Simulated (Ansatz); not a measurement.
Al in space group P-3m1 (No. 164; Pearson symbol hP11) at seven volumes, the program Ansatz at the r²SCAN level (PAW), shape and atoms relaxed at each. One row is withheld.

```
V (Å³/atom)  P (GPa)
-----------  -------
14.517         10.64
14.996          6.51
15.474          2.99
15.953          0.00
16.431             ?
16.910         -4.68
17.389         -6.49
```

Fit the shown pressures and predict the withheld one.

Third-order Birch–Murnaghan: P = (3/2)B₀(x^(7/2) − x^(5/2))[1 + (3/4)(B′ − 4)(x − 1)] with x = (V₀/V)^(2/3). Least squares on the six rows gives V₀ = 15.954 Å³/atom, B₀ = 91.36 GPa, B′ = 4.45. At V = 16.431, x = 0.9806 and P = -2.52 GPa. The run itself gave -2.53 GPa.

The start of the workflow was typed in or built on a structure type; neither database checked (COD, Materials Project) lists it. It is not the phase usual at ambient conditions (space group No. 225). Symmetry was held in the r²SCAN relaxation; its stability against distortions is not shown here.

Potentials: the later of the program's two PAW sets.
